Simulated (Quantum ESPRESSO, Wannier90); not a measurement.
# Tight-binding from DFT: AlCo3C (anti-perovskite)

Materials Project entry mp-10037; symmetrised, unrelaxed at this level. Not found in the COD (Crystallography Open Database) copy used; not checked further. Method: PBEsol plane waves in Quantum ESPRESSO 7.5 (PseudoDojo norm-conserving files, 77 Ry, no spin polarisation, no spin-orbit coupling), Bloch states on a 4×4×4 mesh through Γ, Wannier90 4.0.1. Density: 8×8×8 mesh, cold smearing 0.01 Ry. A non-magnetic state is assumed; magnetic ones were not tried.

On the energy scale of pw.x, whose zero is arbitrary, the Fermi level lies at 16.08 eV.

Input w.win:

```
num_bands = 1
num_wann = 1
exclude_bands = 1-12,14-64
num_iter = 1000
conv_tol = 1.0e-6
conv_window = 4
write_hr = true
write_u_matrices = true
auto_projections = true
begin unit_cell_cart
ang
    3.7229100000    0.0000000000    0.0000000000
    0.0000000000    3.7229100000    0.0000000000
    0.0000000000    0.0000000000    3.7229100000
end unit_cell_cart
begin atoms_frac
Al   0.0000000000  0.0000000000  0.0000000000
Co   0.0000000000  0.5000000000  0.5000000000
Co   0.5000000000  0.0000000000  0.5000000000
Co   0.5000000000  0.5000000000  0.0000000000
C    0.5000000000  0.5000000000  0.5000000000
end atoms_frac
mp_grid = 4 4 4
begin kpoints
0.0000000000 0.0000000000 0.0000000000
0.0000000000 0.0000000000 0.2500000000
0.0000000000 0.0000000000 0.5000000000
... (61 more lines: the 4x4x4 mesh through Gamma)
end kpoints
```

Input of pw2wannier90.x that gives the overlap and projection files (equivalent; here they were cut from one run over all bands):

```
&inputpp
  outdir = './out'
  prefix = 'pwscf'
  seedname = 'w'
  write_amn = .true.
  write_mmn = .true.
  atom_proj = .true.
  atom_proj_exclude = 1 2 3 4 5 6 7 8 9 10 11 12 13 14 15 16 17 18 19 20 21 22 23 24 25 26 27 28 29 30 31 32 33 34 36 37 38
/
```

Output w.wout (banner and timings cut):

```
                                    ------
                                    SYSTEM
                                    ------

                              Lattice Vectors (Ang)
                    a_1     3.722910   0.000000   0.000000
                    a_2     0.000000   3.722910   0.000000
                    a_3     0.000000   0.000000   3.722910

                   Unit Cell Volume:      51.59975  (Ang^3)

                        Reciprocal-Space Vectors (Ang^-1)
                    b_1     1.687708   0.000000   0.000000
                    b_2     0.000000   1.687708   0.000000
                    b_3     0.000000   0.000000   1.687708

 *----------------------------------------------------------------------------*
 |   Site       Fractional Coordinate          Cartesian Coordinate (Ang)     |
 +----------------------------------------------------------------------------+
 | al   1   0.00000   0.00000   0.00000   |    0.00000   0.00000   0.00000    |
 | co   1   0.00000   0.50000   0.50000   |    0.00000   1.86146   1.86146    |
 | co   2   0.50000   0.00000   0.50000   |    1.86146   0.00000   1.86146    |
 | co   3   0.50000   0.50000   0.00000   |    1.86146   1.86146   0.00000    |
 | c    1   0.50000   0.50000   0.50000   |    1.86146   1.86146   1.86146    |
 *----------------------------------------------------------------------------*
                                ------------
                                K-POINT GRID
                                ------------

             Grid size =  4 x  4 x  4      Total points =   64

 *---------------------------------- MAIN ------------------------------------*
 |  Number of Wannier Functions               :                 1             |
 |  Number of Objective Wannier Functions     :                 1             |
 |  Number of input Bloch states              :                 1             |
 |  Output verbosity (1=low, 5=high)          :                 1             |
 |  Timing Level (1=low, 5=high)              :                 1             |
 |  Optimisation (0=memory, 3=speed)          :                 3             |
 |  Length Unit                               :               Ang             |
 |  Post-processing setup (write *.nnkp)      :                 F             |
 |  Using Gamma-only branch of algorithms     :                 F             |
 *----------------------------------------------------------------------------*
 *------------------------------- WANNIERISE ---------------------------------*
 |  Total number of iterations                :              1000             |
 |  Number of CG steps before reset           :                 5             |
 |  Trial step length for line search         :             2.000             |
 |  Convergence tolerence                     :         0.100E-05             |
 |  Convergence window                        :                 4             |
 |  Iterations between writing output         :                 1             |
 |  Iterations between backing up to disk     :               100             |
 |  Write r^2_nm to file                      :                 F             |
 |  Write xyz WF centres to file              :                 F             |
 |  Write on-site energies <0n|H|0n> to file  :                 F             |
 |  Use guiding centre to control phases      :                 F             |
 |  Use phases for initial projections        :                 F             |
 *----------------------------------------------------------------------------*
 *-------------------------------- PLOTTING ----------------------------------*
 |  Plotting Hamiltonian in WF basis          :                 T             |
 *----------------------------------------------------------------------------*

 *---------------------------------- K-MESH ----------------------------------*
 +----------------------------------------------------------------------------+
 |                    Distance to Nearest-Neighbour Shells                    |
 |                    ------------------------------------                    |
 |          Shell             Distance (Ang^-1)          Multiplicity         |
 |          -----             -----------------          ------------         |
 |             1                   0.421927                      6            |
 |             2                   0.596695                     12            |
 |             3                   0.730799                      8            |
 |             4                   0.843854                      6            |
 |             5                   0.943458                     24            |
 |             6                   1.033506                     24            |
 |             7                   1.193390                     12            |
 |             8                   1.265781                     30            |
       ... (lines left out)
 +----------------------------------------------------------------------------+
 | The b-vectors are chosen automatically                                     |
 | The following shells are used:                       1                     |
 +----------------------------------------------------------------------------+
 |                        Shell   # Nearest-Neighbours                        |
 |                        -----   --------------------                        |
 |                          1               6                                 |
 +----------------------------------------------------------------------------+
 | Completeness relation is fully satisfied [Eq. (B1), PRB 56, 12847 (1997)]  |
 +----------------------------------------------------------------------------+
 |                  b_k Vectors (Ang^-1) and Weights (Ang^2)                  |
 |                  ----------------------------------------                  |
 |            No.         b_k(x)      b_k(y)      b_k(z)        w_b           |
 |            ---        --------------------------------     --------        |
 |             1         0.000000    0.000000    0.421927     2.808635        |
 |             2         0.000000    0.421927    0.000000     2.808635        |
 |             3         0.421927    0.000000    0.000000     2.808635        |
 |             4         0.000000    0.000000   -0.421927     2.808635        |
 |             5         0.000000   -0.421927    0.000000     2.808635        |
 |             6        -0.421927    0.000000    0.000000     2.808635        |
 +----------------------------------------------------------------------------+
 |                           b_k Directions (Ang^-1)                          |
 |                           -----------------------                          |
 |            No.           x           y           z                         |
 |            ---        --------------------------------                     |
 |             1         0.000000    0.000000    0.421927                     |
 |             2         0.000000    0.421927    0.000000                     |
 |             3         0.421927    0.000000    0.000000                     |
 +----------------------------------------------------------------------------+

 Starting a new Wannier90 calculation ...

 Reading overlaps from w.mmn

 Reading projections from w.amn

 *------------------------------- WANNIERISE ---------------------------------*
 +--------------------------------------------------------------------+<-- CONV
 | Iter  Delta Spread     RMS Gradient      Spread (Ang^2)            |<-- CONV
 +--------------------------------------------------------------------+<-- CONV

 ------------------------------------------------------------------------------
 Initial State
  WF centre and spread    1  (  1.861455,  1.861455,  1.861455 )     1.32163112
  Sum of centres and spreads (  1.861455,  1.861455,  1.861455 )     1.32163112

      0     0.132E+01     0.0000000000        1.3216311198  <-- CONV
        O_D=      0.0000000 O_OD=      0.0000000 O_TOT=      1.3216311 <-- SPRD
 ------------------------------------------------------------------------------
      1     0.000E+00     0.0000000002        1.3216311198  <-- CONV
        O_D=      0.0000000 O_OD=      0.0000000 O_TOT=      1.3216311 <-- SPRD
      2     0.000E+00     0.0000000002        1.3216311198  <-- CONV
        O_D=      0.0000000 O_OD=      0.0000000 O_TOT=      1.3216311 <-- SPRD
      3     0.000E+00     0.0000000002        1.3216311198  <-- CONV
        O_D=      0.0000000 O_OD=      0.0000000 O_TOT=      1.3216311 <-- SPRD
      4     0.000E+00     0.0000000002        1.3216311198  <-- CONV
        O_D=      0.0000000 O_OD=      0.0000000 O_TOT=      1.3216311 <-- SPRD
             <<<     Delta < 1.000E-06  over  4 iterations     >>>
             <<< Wannierisation convergence criteria satisfied >>>
 Final State
  WF centre and spread    1  (  1.861455,  1.861455,  1.861455 )     1.32163112
  Sum of centres and spreads (  1.861455,  1.861455,  1.861455 )     1.32163112

         Spreads (Ang^2)       Omega I      =     1.321631120
        ================       Omega D      =     0.000000000
                               Omega OD     =     0.000000000
    Final Spread (Ang^2)       Omega Total  =     1.321631120
```
